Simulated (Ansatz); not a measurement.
Given:

NbAs:
```cif
data_As4Nb4
_chemical_formula_sum 'Nb4 As4'
_space_group_name_H-M_alt 'I41md'
_space_group_IT_number 109
_space_group_name_Hall 'I 4bw -2'
_cell_length_a 3.47339
_cell_length_b 3.47339
_cell_length_c 11.75042
_cell_angle_alpha 90.000
_cell_angle_beta 90.000
_cell_angle_gamma 90.000
loop_
_atom_site_label
_atom_site_type_symbol
_atom_site_symmetry_multiplicity
_atom_site_Wyckoff_symbol
_atom_site_fract_x
_atom_site_fract_y
_atom_site_fract_z
_atom_site_occupancy
Nb1 Nb 4 a 0.00000 0.00000 0.74939 1
As1 As 4 a 0.00000 0.00000 0.16761 1
```
(The calculation used a cell of 4 atoms; values per cell refer to that cell.)

This is the PBE-relaxed structure.

**Question.** All from DFT-PBE in the program Ansatz with PAW potentials, unless another level is named. Give the highest zone-centre frequency.

**Answer.** 262 cm⁻¹.

**Question.** What about the bulk modulus (Birch–Murnaghan fit)?

**Answer.** 160 GPa.

Space group I4_1md. The PBE relaxation kept the symmetry of its start; of distortions, only those at the zone centre were tested. No spin polarisation was allowed. A small band overlap can be real or an error of a semilocal functional. As this level gives no gap, phonon frequencies hold no LO–TO term and depend on the k-mesh and smearing (Fermi–Dirac, 0.1 eV here).

Potentials: the later of the program's two PAW sets.
